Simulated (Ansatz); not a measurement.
Equation of state of vanadium, hcp

Method: DFT, BLYP, plane waves (420 eV) with PAW, scalar-relativistic (Ansatz). The PAW files were generated under PBE, with cores re-solved for the functional.

The cell is scaled uniformly from the relaxed one, with fractional coordinates and shape fixed. Energies are extrapolated to zero smearing, pressures are those at the given smearing. Magnetic state: spin not included.

```
V (Å³/atom)  E − E₀ (meV/atom)  P (GPa)
     12.572              120.6    25.92
     13.144               48.8    15.53
     13.715               10.6     7.01
     14.286                0.0     0.03
     14.858               12.0    -5.70
     15.429               42.5   -10.38
     16.001               88.2   -14.21
```

**Question.** Fit a third-order Birch-Murnaghan equation.

**Answer.** V₀ = 14.25 Å³/atom, B₀ = 159 GPa, B₀′ = 3.9.
